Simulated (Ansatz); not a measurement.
## Thickness series of a surface: bcc Fe (100)

All-electron LAPW in Ansatz 0.2.0 under PBE, scalar-relativistic, energies extrapolated to zero smearing, no spin–orbit coupling, ferromagnetic start (antiferromagnetic order not tried). The 1×1 slabs (area 8.02 Å²) are cut from the bulk relaxed on PAW files, and their atoms are relaxed; γ counts from the bulk energy, Δd12 is the change of the outer spacing. No reconstruction is allowed, and meshes differ a little between slabs.

| planes | γ (J/m²) | Φ (eV) | Δd12 (%) |
| --- | --- | --- | --- |
| 1 | ? | 4.00 | – |
| 3 | 2.543 | 3.83 | ? |
| 5 | 2.551 | 3.87 | -2.1 |

What belongs in the row "3", column "Δd12 (%)"?

-0.5.

Fill in "γ (J/m²)" for the row "1".

2.661.

How far have the values settled with thickness?

Between 3 and 5 planes γ moves by +0.3 % and Φ by +0.04 eV. Thin films carry quantum-size oscillations, so two neighbours that agree don't prove convergence.
